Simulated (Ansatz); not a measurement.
ScPSe, a known structure type with other elements, at an estimated volume

```xyz
6
Lattice="0.0000 0.0000 4.9366 3.5919 0.0000 0.0000 1.7960 6.2060 -2.4683" Properties=species:S:1:pos:R:3 pbc="T T T"
Sc    3.5919    1.5292    2.4683
Sc    1.7960    4.6768    0.0000
P     1.7960    0.0000    1.1601
P     1.7960    0.0000    3.7765
Se    3.5919    2.6313    0.0000
Se    1.7960    3.5746    2.4683
```

Single point in Ansatz 0.2.0 with r2SCAN, no spin polarisation. Cutoff 500 eV, PAW datasets, 8×8×8 Γ-centred k mesh, fermi-dirac filling (width 0.1 eV).

**Stress.** The pressure is 6.0 GPa (compression positive), so with the atoms held at these fractions the cell would first expand; the forces are large, so a full relaxation may end otherwise. The principal stresses 4.3, 4.5, 9.4 GPa differ, so its shape would change too.
**Forces.** The largest is on Sc2 (and as large on other atoms): 1.01 eV/Å, components (0.00, -1.01, 0.00). It makes 125° with the line to a nearest neighbour, P3 at 2.70 Å.
**At the Fermi level.** It is a metal, with about 3.7 states/eV a cell as the mean within 0.25 eV of the Fermi level, mostly Se p (35 %), P p (34 %) and Sc d (27 %).
**Charges.** Bader charges in e: Sc +1.66, P -0.80, Se -0.86. In the mean Sc gives up most and Se takes most.

Origin: a known structure type with other elements, at an estimated volume, so it need not be a known compound. Caveats: many states at the Fermi level without spin polarisation, so a magnetic state may lie lower.
